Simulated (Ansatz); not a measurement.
BaN$_{2}$:
```
BaN2
1.0
    3.57274     2.20151     0.00000
   -3.57274     2.20151     0.00000
   -1.85671     0.00000     7.04142
Ba N
2 4
Direct
  0.79456   0.79456   0.75000
  0.20544   0.20544   0.25000
  0.15026   0.55606   0.54511
  0.84974   0.44394   0.45489
  0.55606   0.15026   0.95489
  0.44394   0.84974   0.04511
```

Relaxed with r²SCAN. Special points in fractions of this cell's reciprocal vectors: Γ (0.000, 0.000, 0.000); C (0.352, 0.352, 0.000); C2 (-0.352, 0.648, 0.000); Y2 (-0.500, 0.500, 0.000); M2 (-0.500, 0.500, 0.500); D (-0.326, 0.674, 0.500); D2 (0.326, 0.326, 0.500); A (0.000, 0.000, 0.500); L2 (0.000, 0.500, 0.500); V2 (0.000, 0.500, 0.000).

List the band energies nearest the Fermi level at these points for r²SCAN in the plane-wave PAW code Ansatz.

In eV from the Fermi level; about four levels below and three above (degenerate sets whole), none deeper than 8.9 eV; points with the same levels are listed once.

```csv
k,below,above
Γ,-6.42 -0.77 -0.76 -0.52,0.37 2.66 3.19
C,-6.50 -6.22 -6.11 -1.06,0.08 0.22 0.91
Y2,-6.67 -6.41 -6.15 -2.31,0.24 0.91 0.94
M2,-6.15 -6.15 -1.29 -1.29,0.86 0.86 3.93 3.93
D,-6.26 -6.26 -0.17 -0.17,0.08 0.08 3.54 3.54
A,-0.57 -0.57 -0.34 -0.34,2.48 2.48 3.71 3.71
L2,-6.74 -6.51 -6.04 -1.69,0.35 0.93 1.22
V2,-6.97 -6.29 -6.07 -1.34,0.68 0.79 0.95
```

Space group C2/c. The workflow started from a Materials Project entry (that database holds measured and hypothetical structures alike); the Crystallography Open Database copy checked does not list it. Whether it is the stable phase at ambient conditions was not checked. Symmetry was held in the r²SCAN relaxation; whether a distortion lowers the energy is not shown. Spin–orbit coupling is left out wherever it is not named.

Potentials: the later of the program's two PAW sets.
